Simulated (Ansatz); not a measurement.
MgS (rock salt, space group No. 225), the program Ansatz at the PBEsol level (PAW): ε∞ = 5.53, cell volume 34.79 Å³. Infrared-active transverse modes:

```csv
ω_TO (cm⁻¹),oscillator strength S_xx (e²/amu)
242.6,0.3862
```

Task: Compute the static dielectric constant.

Result: Each mode adds (4.921e7/V) S/ω²: 9.28. So ε0 = 14.8.

Task: What LO frequency does the Lyddane–Sachs–Teller relation give?

Result: ω_LO = ω_TO √(ε0/ε∞) = 397 cm⁻¹.

Space group Fm-3m (rock salt). The cell was relaxed with PBEsol under the symmetry of its start; phonons on a q-mesh show no instability.

Potentials: the later of the program's two PAW sets.
